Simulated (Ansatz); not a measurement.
LaGe:
```cif
data_Ge4La4
_chemical_formula_sum 'La4 Ge4'
_space_group_name_H-M_alt 'P 1'
_space_group_IT_number 1
_cell_length_a 7.29763
_cell_length_b 7.29763
_cell_length_c 6.78050
_cell_angle_alpha 90.000
_cell_angle_beta 90.000
_cell_angle_gamma 143.395
loop_
_space_group_symop_operation_xyz
  'x, y, z'
loop_
_atom_site_label
_atom_site_type_symbol
_atom_site_fract_x
_atom_site_fract_y
_atom_site_fract_z
_atom_site_occupancy
La1 La 0.95297 0.04703 0.25000 1
La2 La 0.04703 0.95297 0.75000 1
La3 La 0.77379 0.22621 0.75000 1
La4 La 0.22621 0.77379 0.25000 1
Ge1 Ge 0.59941 0.40059 0.44355 1
Ge2 Ge 0.40059 0.59941 0.55645 1
Ge3 Ge 0.40059 0.59941 0.94355 1
Ge4 Ge 0.59941 0.40059 0.05645 1
```

Relaxed with r²SCAN.

Q: Which orbitals make up the states near the Fermi level in plane-wave PAW r²SCAN (Ansatz code)?

A: Within 0.5 eV of the Fermi level: La 5d 67 %, Ge 4p 19 %, La 4f 7 %. Projections are on Löwdin-orthogonalised atomic valence shells; empty p or d shells of many metals are not among them.

Q: Tabulate the density of states.

A: States/eV per cell of 8 atoms, in 0.25 eV bins, energy from the Fermi level.

| E (eV) | total | La 5d | La 4f | Ge 4p |
|---|---|---|---|---|
| -7.85 | 2.36 | 0.35 | 0.02 | 0.27 |
| -7.60 | 2.42 | 0.31 | 0.02 | 0.30 |
| -7.35 | 1.72 | 0.26 | 0.02 | 0.22 |
| -7.10 | 1.79 | 0.29 | 0.02 | 0.23 |
| -6.85 | 1.96 | 0.35 | 0.02 | 0.23 |
| -6.60 | 2.59 | 0.50 | 0.04 | 0.26 |
| -6.35 | 1.21 | 0.20 | 0.02 | 0.12 |
| -6.10 | 0.03 | 0.00 | 0.00 | 0.00 |
| -5.85 | 0.00 | 0.00 | 0.00 | 0.00 |
| -5.60 | 0.00 | 0.00 | 0.00 | 0.00 |
| -5.35 | 0.00 | 0.00 | 0.00 | 0.00 |
| -5.10 | 0.00 | 0.00 | 0.00 | 0.00 |
| -4.85 | 0.00 | 0.00 | 0.00 | 0.00 |
| -4.60 | 0.00 | 0.00 | 0.00 | 0.00 |
| -4.35 | 0.00 | 0.00 | 0.00 | 0.00 |
| -4.10 | 0.26 | 0.05 | 0.00 | 0.15 |
| -3.85 | 0.80 | 0.15 | 0.01 | 0.48 |
| -3.60 | 2.54 | 0.47 | 0.02 | 1.49 |
| -3.35 | 3.47 | 0.67 | 0.03 | 2.09 |
| -3.10 | 4.60 | 1.02 | 0.06 | 2.79 |
| -2.85 | 5.53 | 1.23 | 0.08 | 3.49 |
| -2.60 | 6.59 | 1.97 | 0.11 | 3.76 |
| -2.35 | 6.38 | 1.99 | 0.12 | 3.64 |
| -2.10 | 8.64 | 2.70 | 0.22 | 5.06 |
| -1.85 | 8.28 | 2.55 | 0.22 | 4.85 |
| -1.60 | 7.28 | 2.59 | 0.22 | 3.96 |
| -1.35 | 5.44 | 2.18 | 0.18 | 2.66 |
| -1.10 | 3.98 | 1.98 | 0.13 | 1.58 |
| -0.85 | 2.48 | 1.51 | 0.10 | 0.68 |
| -0.60 | 3.40 | 2.10 | 0.16 | 0.87 |
| -0.35 | 4.87 | 3.19 | 0.24 | 1.09 |
| -0.10 | 6.08 | 4.12 | 0.36 | 1.14 |
| 0.15 | 4.05 | 2.76 | 0.30 | 0.66 |
| 0.40 | 4.07 | 2.69 | 0.41 | 0.64 |
| 0.65 | 6.68 | 4.48 | 0.78 | 0.91 |
| 0.90 | 4.98 | 2.61 | 1.10 | 0.79 |
| 1.15 | 9.11 | 3.92 | 2.77 | 1.54 |
| 1.40 | 7.73 | 3.45 | 3.01 | 0.73 |
| 1.65 | 12.63 | 4.03 | 6.76 | 1.02 |
| 1.90 | 20.32 | 3.52 | 14.99 | 0.84 |

Space group Cmcm. The workflow started from a Materials Project entry (that database holds measured and hypothetical structures alike); the Crystallography Open Database files this formula in space group No. 63, but the cells were not matched. Whether it is the stable phase at ambient conditions was not checked. The r²SCAN relaxation kept the symmetry of its start; whether a distortion lowers the energy is not shown. Scalar-relativistic: spin–orbit coupling is off unless named, which matters more the heavier the elements.

Potentials: the later of the program's two PAW sets.
